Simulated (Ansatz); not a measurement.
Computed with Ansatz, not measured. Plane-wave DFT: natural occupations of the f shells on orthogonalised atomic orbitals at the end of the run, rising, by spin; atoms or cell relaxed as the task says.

```
cell
1.0
     4.1863   -4.1863    0.0000
    -4.1863   -4.1863    0.0000
     0.0000    0.0000  -10.6397
Eu Ga Zn H
4 8 8 1
Direct
  0.0027 0.9856 0.9978
  0.5000 0.0000 0.5000
  0.4857 0.4958 0.9970
  0.0000 0.5000 0.5000
  0.7500 0.2500 0.2500
  0.2500 0.2500 0.7500
  0.2500 0.7500 0.2500
  0.7500 0.7500 0.7500
  0.2500 0.2500 0.2500
  0.7500 0.2500 0.7500
  0.7500 0.7500 0.2500
  0.2543 0.7540 0.7467
  0.0000 0.0000 0.3869
  0.5090 0.0042 0.8935
  0.5000 0.5000 0.3869
  0.0030 0.4906 0.8880
  0.0000 0.0000 0.6131
  0.5000 0.0000 0.1131
  0.5000 0.5000 0.6131
  0.0000 0.5000 0.1131
  0.2608 0.7467 0.9690
```

Starting moments (μB): Eu number 1 7.35, Eu number 2 7.35, Eu number 3 7.35, Eu number 4 7.35; others 0.

cell charge: 0 e
spin: collinear
scf start: atoms
lower state search: off
functional: PBEsol
wave cutoff: 420 eV
k mesh: 4, 4, 2
k shift: 0.5, 0.5, 0.5 mesh steps
gaussian smearing: 0.05 eV
task: relax atoms

Results:

```csv
shell atom,shell element,shell spin,shell occupation 1 (e),shell occupation 2 (e),shell occupation 3 (e),shell occupation 4 (e),shell occupation 5 (e),shell occupation 6 (e),shell occupation 7 (e)
1,Eu,up,0.94,0.94,0.94,0.96,0.97,0.98,0.99
1,Eu,down,0,0,0,0.01,0.01,0.01,0.01
2,Eu,up,0.94,0.94,0.95,0.96,0.96,0.99,0.99
2,Eu,down,0,0,0,0.01,0.01,0.01,0.01
3,Eu,up,0.94,0.94,0.94,0.96,0.97,0.98,0.99
3,Eu,down,0,0,0,0.01,0.01,0.01,0.01
4,Eu,up,0.94,0.94,0.95,0.96,0.97,0.99,0.99
4,Eu,down,0,0,0,0.01,0.01,0.01,0.01
```

Caveats: 4f shell without a U, which puts 4f levels too near the Fermi level; occupations loosely converged; open f or d shells may hold a state above the lowest; the supercell is small.
